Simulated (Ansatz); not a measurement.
Here is the system:

NaCl (rock salt)

```
NaCl
1.0
    0.00000     5.60772     5.60772
    2.80386     0.00000     2.80386
    2.80386     2.80386     0.00000
Cl Na
2 2
Direct
  0.00000   0.00000   0.00000
  0.50000   0.00000   0.00000
  0.25000   0.50000   0.50000
  0.75000   0.50000   0.50000
```

The atoms are displaced by Q × the pattern below (from a DFPT mode at L = (0.5, 0.0, 0.0), largest move 1; Q in Å), at fixed cell. It is one choice among 2 degenerate patterns. (q is in reciprocal vectors of the primitive cell; the cell shown is doubled to hold the pattern.)

| atom | x | y | z |
|---|---|---|---|
| Na3 | -0.285 | 0.520 | -0.805 |
| Na4 | 0.285 | -0.520 | 0.805 |

Atoms not listed stay in place.

All values below come from r2SCAN (plane waves to 500 eV, PAW, scalar-relativistic; Ansatz, a quantum-chemistry and plane-wave program). k mesh 5×10×10 (Γ-centred), Fermi-Dirac smearing 0.05 eV. E stands for the smeared free energy. NaCl was relaxed with its symmetry unable to fall. The zero of ΔE is the undisplaced structure.

The scan covers Q from -0.180 to 0.180 Å in 13 points.

Problem. Is this a single well or a double well?

Solution. A single well with its minimum at or next to zero displacement.

Problem. Which space group does the distorted structure have?

Solution. P-1 (No. 2), lowered from Fm-3m.

Problem. What is the energy change at Q = 0.180 Å?

Solution. 55.8 meV/cell.

Problem. What harmonic wavenumber does the curvature at Q = 0 give?

Solution. 142 cm⁻¹.

(For displaced atoms, the force is minus the slope of the energy, and its curvature is a force constant, which sets phonon frequencies.)
